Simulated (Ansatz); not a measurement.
Zone-centre phonons of TiSn: input and output

Level of theory: DFT PBEsol, scalar-relativistic, plane waves, PAW (Ansatz 0.2.0).

It can be run as:
```bash
ansatz run input.yaml --threads 1 --pin off --backend cpu --events-out ev --progress --plain --runs-dir out  # memory cap (--max-ram) not shown
```

Input (bare energies are in eV):
```yaml
crystal:
  lattice:
    - [0.0, 2.7618586494, 2.7618586494]
    - [2.7618586494, 0.0, 2.7618586494]
    - [2.7618586494, 2.7618586494, 0.0]
  atoms:
    - { symbol: Ti, position: [0.0, 0.0, 0.0] }
    - { symbol: Sn, position: [0.5, 0.5, 0.5] }
basis:
  ecutwfc: 420
kpoints:
  mp_grid: { grid: [14, 14, 14] }
hamiltonian:
  xc: pbesol
scf:
  occupations: { method: fermi_dirac, width: 0.15 }
output:
  eigenvalues: true
phonons:
  method: dfpt
  eigenvectors: true
```

Results section of the output:
```
--- Phonons (Γ-DFPT): 2 representative perturbations + reference, on 244 of 2744 k-points (Σ response iterations 6) ---
  k mesh reduced under 8 symmetry operations, with k and −k counted as one. Each operation leaves every solved perturbation unchanged. A smaller set is not used because it would not reduce the number of displacements ...
  ASR residual: 9.060e-4 → 0.000e0 eV/Å²; symmetrization residual: 5.270e-6 eV/Å²
  ASR residual per site (eV/Å²): 9.06e-4 7.33e-5
  Γ frequencies (cm⁻¹): 0.00 0.00 0.00 253.46 253.46 253.46
  non-analytic LO–TO correction: not included (Born effective charges unavailable; polar crystals: no LO–TO splitting at Γ)
```

The cell was built by swapping an element in a database structure (itself possibly hypothetical) and relaxing; it need not be the stable form of this composition. In a metal, frequencies and elastic constants depend on the k mesh and the smearing, soft modes and shear constants most.